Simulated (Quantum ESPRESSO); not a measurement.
## Band energies of Ta₂H

```
Ta2H
1.0
    1.72050    -2.37147     0.00000
    1.72050     2.37147     0.00000
    0.00000     0.00000     4.75857
H Ta
1 2
Cartesian
  0.00000   0.00000   0.00000
  0.86025   1.18573   1.25897
  0.86025  -1.18573   3.49960
```

PBEsol (pw.x of Quantum ESPRESSO, ONCV potentials, no spin-orbit coupling); path ΓXSRAZΓYX1A1TY,ZT; energies in eV from the Fermi level.

```
k (1/Å)  point  band 10  band 11  band 12  band 13  band 14  band 15  band 16  band 17
-------  -----  -------  -------  -------  -------  -------  -------  -------  -------
0.00         Γ    -4.43    -3.08    -0.59     0.22     0.27     0.85     2.98     3.57
0.86              -3.04    -1.67    -1.43    -1.06     0.66     0.75     2.55     4.05
1.39         X    -3.37    -3.24    -2.17    -0.67     2.80     3.09     3.80     3.93
1.74              -2.83    -2.31    -1.93    -1.60     0.39     2.19     3.38     4.12
2.21         S    -3.24    -2.61    -1.71    -0.80    -0.78     2.77     2.95     3.91
2.65              -4.18    -1.84    -1.54    -0.70     0.41     2.90     3.01     4.26
2.87         R    -4.38    -1.72    -1.60    -0.47     0.90     2.97     3.06     4.19
3.57              -2.25    -1.96    -1.74    -1.64    -1.38     2.91     3.19     3.90
3.69         A    -2.05    -1.99    -1.87    -1.74    -1.54     3.20     3.50     3.54
4.39              -3.77    -2.19    -1.58    -1.27    -1.17     2.86     3.16     3.75
5.08         Z    -5.82    -2.16    -1.20    -0.76     0.40     2.28     2.89     3.08
5.19              -5.67    -2.26    -1.21    -0.64     0.47     1.85     3.03     3.11
5.74         Γ    -4.43    -3.08    -0.59     0.22     0.27     0.85     2.98     3.57
6.03              -4.00    -3.00    -0.87    -0.05     0.58     0.72     2.47     3.05
6.79              -4.31    -3.51    -2.10    -0.53     3.20     3.31     3.56     4.41
7.07         Y    -4.43    -3.79    -2.32    -0.10     3.46     3.86     5.78     5.96
7.50        X1    -3.37    -3.24    -2.17    -0.67     2.80     3.09     3.80     3.93
7.60              -3.35    -3.21    -2.14    -0.72     2.50     2.88     3.79     4.19
8.16        A1    -2.05    -1.99    -1.87    -1.74    -1.54     3.20     3.50     3.54
8.38              -2.73    -2.68    -1.97    -0.79    -0.58     1.96     2.52     4.70
8.59         T    -2.99    -2.95    -2.02     0.25     0.29     0.77     1.55     6.05
9.16              -4.38    -3.76    -2.28    -0.19     3.31     3.97     4.98     5.57
9.25         Y    -4.43    -3.79    -2.32    -0.10     3.46     3.86     5.78     5.96
9.25         Z    -5.82    -2.16    -1.20    -0.76     0.40     2.28     2.89     3.08
9.78              -4.41    -1.54    -0.46    -0.06     0.12     0.88     0.92     1.93
10.58        T    -2.99    -2.95    -2.02     0.25     0.29     0.77     1.55     6.05
```

A metal at this level: along this path bands 13, 14 cross the Fermi level.

Spin-orbit coupling is left out; for elements this heavy it splits bands near the Fermi level.

Geometry of the Materials Project entry, not relaxed at this level.

The structure is a Materials Project entry; no match was found in the copy of COD used, and its stability was not checked.

Letters of k points follow the standard setting of the lattice, whose axes may be ordered differently from the printed cell.
